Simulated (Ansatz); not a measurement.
SrZrO$_{3}$:
```
CELL_PARAMETERS angstrom
      2.90285     1.67596     4.70832
     -2.90285     1.67596     4.70832
      0.00000    -3.35192     4.70832
ATOMIC_POSITIONS crystal
  Sr 0.26686 0.26686 0.26686
  Sr 0.76686 0.76686 0.76686
  Zr 0.01158 0.01158 0.01158
  Zr 0.51158 0.51158 0.51158
  O  0.75313 0.18926 0.32946
  O  0.32946 0.75313 0.18926
  O  0.18926 0.32946 0.75313
  O  0.82946 0.68926 0.25313
  O  0.25313 0.82946 0.68926
  O  0.68926 0.25313 0.82946
```

PBEsol in the plane-wave PAW code Ansatz gives a gap of 3.75 eV without spin–orbit coupling, maximum off the standard path, at k = (-0.062, 0.438, 0.438), minimum at Γ.

What happens when spin–orbit coupling is switched on?

The gap drops by 0.01 eV, to 3.74 eV; maximum off the standard path, at k = (-0.073, 0.427, 0.427), minimum at Γ.

Space group R3c. The start of the workflow was typed in or built on a structure type; neither database checked (COD, Materials Project) lists it. COD files the formula under space group No. 62, 63, 221, so this cell is another polymorph or a model. Whether it is the stable phase at ambient conditions was not checked. The PBEsol relaxation kept the symmetry of its start; of distortions, only those at the zone centre were tested. No spin polarisation was allowed.

Potentials: the later of the program's two PAW sets.
